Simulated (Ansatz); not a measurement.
CaB₆ (space group Pm-3m)

```xyz
7
Lattice="4.1478 0.0000 0.0000 0.0000 4.1478 0.0000 0.0000 0.0000 4.1478" Properties=species:S:1:pos:R:3 pbc="T T T"
Ca     0.0000     0.0000     0.0000
B      0.8369     2.0739     2.0739
B      3.3108     2.0739     2.0739
B      2.0739     0.8369     2.0739
B      2.0739     3.3108     2.0739
B      2.0739     2.0739     0.8369
B      2.0739     2.0739     3.3108
```

The slice is a {210} plane (indices of the conventional cell) through the point (0.500, 0.500, 0.798) (fractional), spanned by u = [100] and v = [021] in vectors of this cell: u (4.15 Å) and v (9.27 Å, at 90° to u). It covers one period; positions are fractions (u, v).

Calculation: PBE (plane waves to 420 eV, PAW, scalar-relativistic; Ansatz, a first-principles code). k mesh 8×8×8. Near the nuclei the fields are pseudised (PAW); where an atom keeps semicore shells as valence, they peak there. CaB6 was relaxed with its symmetry unable to fall.

Problem. Sketch the valence electron density on this plane as a map.

Solution. 
```
|+++=--::--=++|
|+++=--::--=++|
|++==-::::-==+|
|++=--:..:--=+|
|++=-:....:-=+|
|*+=-:    :-=+|
|*+=-.    .-=+|
|**+-:.  .:-+*|
|+++-:....:-++|
|+++=-::::-=++|
|**++=----=++*|
|**++======++*|
|**+++====+++*|
|+*++======++*|
|+*+==----==+*|
|++==-::::-==+|
|==--:....:--=|
|--::::--::::-|
|....-+**+-...|
|   :+#@@#+:  |
|   :*%@@%*:  |
|   :*%@@%*:  |
|....=*%%*=...|
|::..:=++=:..:|
|=--:......:--|
|++=-:.  .:-=+|
|+++=::..::=++|
|-++=-::::-=++|
```
Scale: ten equal steps from -1.46 (start of ' ') to 0.79 (end of '@'), in the order ' .:-=+*#%@'. Values: log₁₀ of the valence density in e/Å³. The map has 13 points along u (one character each, u = 0 at the left) and 28 along v (v = 0 in the bottom row). The scale is logarithmic, as a density can span decades between atoms and voids.
